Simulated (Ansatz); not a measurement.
**Li13P4N10Cl3: field gradients at two levels of theory**

Cell: a COD entry whose atoms were relaxed with PBE, the cell held.

Space group Fm-3m (No. 225); a = 13.9321 Å.

```csv
site,Wyckoff,site symmetry,x,y,z
Li1,24e,4m.m,0.5000,0.5000,0.3554
Li7,32f,.3m,0.1282,0.3718,0.3718
Li15,48i,m.m2,0.6821,0.6821,0.5000
P,32f,.3m,0.3224,0.3224,0.3224
N35,32f,.3m,0.3879,0.6121,0.6121
N43,48g,2.mm,0.7500,0.7500,0.6129
Cl,24e,4m.m,0.5000,0.5000,0.8166
```

One atom of each set is listed; the run and its k-mesh use a cell of 60 atoms with edges of 9.85, 9.85, 9.85 Å.

First run. The numbers come from a DFT calculation in Ansatz (PBE, plane waves and PAW, scalar-relativistic, 420 eV cutoff, Γ-centred 4×4×4 k-points, Fermi–Dirac smearing 0.02 eV).

| site | V_zz (10²¹ V/m²) | η |
| --- | --- | --- |
| Li1 | 0.26 | 0.00 |
| Li7 | -0.066 | 0.00 |
| Li15 | 0.32 | 0.44 |
| P | -5.17 | 0.00 |
| N35 | 3.36 | 0.00 |
| N43 | 4.33 | 0.54 |
| Cl | -3.41 | 0.00 |

Second run. The same atoms and settings, except that the functional is r2SCAN and the cutoff is 500 eV.

Task: What does the second run give?

Result: 

```json
{"site": "Li1", "V_zz": "0.26", "η": "0.00", "change of V_zz": "0.00"}
{"site": "Li7", "V_zz": "-0.065", "η": "0.00", "change of V_zz": "0.00"}
{"site": "Li15", "V_zz": "0.32", "η": "0.47", "change of V_zz": "0.00"}
{"site": "P", "V_zz": "-5.46", "η": "0.00", "change of V_zz": "-0.29"}
{"site": "N35", "V_zz": "3.48", "η": "0.00", "change of V_zz": "+0.12"}
{"site": "N43", "V_zz": "4.47", "η": "0.55", "change of V_zz": "+0.14"}
{"site": "Cl", "V_zz": "-3.48", "η": "0.00", "change of V_zz": "-0.07"}
```

The largest change of V_zz is on P, from -5.17 to -5.46. In per cent, |V_zz| changes by +5 on P, +3 on N, +2 on Cl (all sites that start above 0.5).

With these PAW files V_zz is typically within 2 to 3 % of all-electron values, but misses above 10 % occur on Li.
For the second run: The largest force is 0.6 eV/Å, so the atoms aren't at the calculated equilibrium and relaxing them would move these values.
